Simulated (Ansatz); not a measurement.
MgIn2O4 (spinel, Fd-3m), DFT-PBEsol in the program Ansatz with PAW potentials: ε∞ = 4.06, cell volume 179.28 Å³. Infrared-active transverse modes:

```json
[
 {"ω_TO (cm⁻¹)": "170.6", "oscillator strength S_xx (e²/amu)": "0.001006"},
 {"ω_TO (cm⁻¹)": "353.1", "oscillator strength S_xx (e²/amu)": "2.169"},
 {"ω_TO (cm⁻¹)": "481.7", "oscillator strength S_xx (e²/amu)": "0.6237"}
]
```

### Question
Compute the static dielectric constant.

### Answer
Each mode adds (4.921e7/V) S/ω²: 0.01, 4.78, 0.74. So ε0 = 9.58.

A made-up cell: these elements were put on the sites of a structure type; the Crystallography Open Database copy checked does not list it. Its standing as an ambient phase is unchecked. The PBEsol relaxation kept the symmetry of its start; its stability against distortions is not shown here. Scalar-relativistic: spin–orbit coupling is off unless named, which matters more the heavier the elements.

Potentials: the earlier of the program's two PAW sets. The files were generated under PBE; for other functionals the program regenerates the frozen cores, and for LDA and PBEsol the local potential too.
